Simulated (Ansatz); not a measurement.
Ag (fcc, Cu type)

```
Ag
1.0
    0.00000     2.02739     2.02739
    2.02739     0.00000     2.02739
    2.02739     2.02739     0.00000
Ag
1
Direct
  0.00000   0.00000   0.00000
```

The slice is a {111} plane (indices of the conventional cell) through the point (0.000, 0.000, 0.000) (fractional), spanned by u = [100] and v = [-1 2 0] in vectors of this cell: u (2.87 Å) and v (4.97 Å, at 90° to u). It covers one period; positions are fractions (u, v).

These are PBEsol (plane waves to 420 eV, PAW, scalar-relativistic; Ansatz, an electronic-structure program) values and carry that method's errors. k mesh 20×20×20. Near the nuclei the fields are pseudised (PAW); where an atom keeps semicore shells as valence, they peak there. Ag was relaxed with its symmetry unable to fall. The PAW data are Ansatz's earlier set.

Three fields on this plane, each scaled to ten steps between its own extremes (0 low, 9 high; the total valence density on a logarithmic scale, the potential cut 8 eV below its top; x marks points blanked near nuclei; v = 0 in the bottom row):

Map A
```
|xxxxxx27872xxxxx|
|xxxxxx47874xxxxx|
|xxxxx0689860xxxx|
|xxxx047999740xxx|
|xxx04789998740xx|
|0135788999887531|
|7777877777778777|
|9988753101357889|
|998740xxxxx04789|
|99740xxxxxxx0479|
|9860xxxxxxxxx068|
|874xxxxxxxxxxx47|
|872xxxxxxxxxxx27|
|861xxxxxxxxxxx16|
|872xxxxxxxxxxx27|
|874xxxxxxxxxxx47|
|9860xxxxxxxxx068|
|99740xxxxxxx0479|
|998740xxxxx04789|
|9988753101357889|
|7777877777778777|
|0135788999887531|
|xxx04789998740xx|
|xxxx047999740xxx|
|xxxxx0689860xxxx|
|xxxxxx47874xxxxx|
|xxxxxx27872xxxxx|
|xxxxxx16861xxxxx|
```

Map B
```
|xxxxxx50005xxxxx|
|xxxxxx30003xxxxx|
|xxxxx7111117xxxx|
|xxxx930121039xxx|
|xxx83012221038xx|
|6531000111000135|
|1000000010000000|
|1100013565310001|
|221038xxxxx83012|
|21039xxxxxxx9301|
|1117xxxxxxxxx711|
|003xxxxxxxxxxx30|
|005xxxxxxxxxxx50|
|005xxxxxxxxxxx50|
|005xxxxxxxxxxx50|
|003xxxxxxxxxxx30|
|1117xxxxxxxxx711|
|21039xxxxxxx9301|
|221038xxxxx83012|
|1100013565310001|
|1000000010000000|
|6531000111000135|
|xxx83012221038xx|
|xxxx930121039xxx|
|xxxxx7111117xxxx|
|xxxxxx30003xxxxx|
|xxxxxx50005xxxxx|
|xxxxxx50005xxxxx|
```

Map C
```
|xxxxxx73237xxxxx|
|xxxxxx62126xxxxx|
|xxxxx8410148xxxx|
|xxxx952000259xxx|
|xxx96310001369xx|
|8764321101123467|
|3322222333222223|
|0112346787643211|
|001369xxxxx96310|
|00259xxxxxxx9520|
|0148xxxxxxxxx841|
|126xxxxxxxxxxx62|
|237xxxxxxxxxxx73|
|237xxxxxxxxxxx73|
|237xxxxxxxxxxx73|
|126xxxxxxxxxxx62|
|0148xxxxxxxxx841|
|00259xxxxxxx9520|
|001369xxxxx96310|
|0112346787643211|
|3322222333222223|
|8764321101123467|
|xxx96310001369xx|
|xxxx952000259xxx|
|xxxxx8410148xxxx|
|xxxxxx62126xxxxx|
|xxxxxx73237xxxxx|
|xxxxxx73237xxxxx|
```

**Question.** Assign the maps to these fields: electron localisation function (ELF); valence electron density; electrostatic potential energy of an electron, from the cell's mean.

**Answer.** A is the electrostatic potential energy of an electron, from the cell's mean; B is the electron localisation function (ELF); C is the valence electron density.
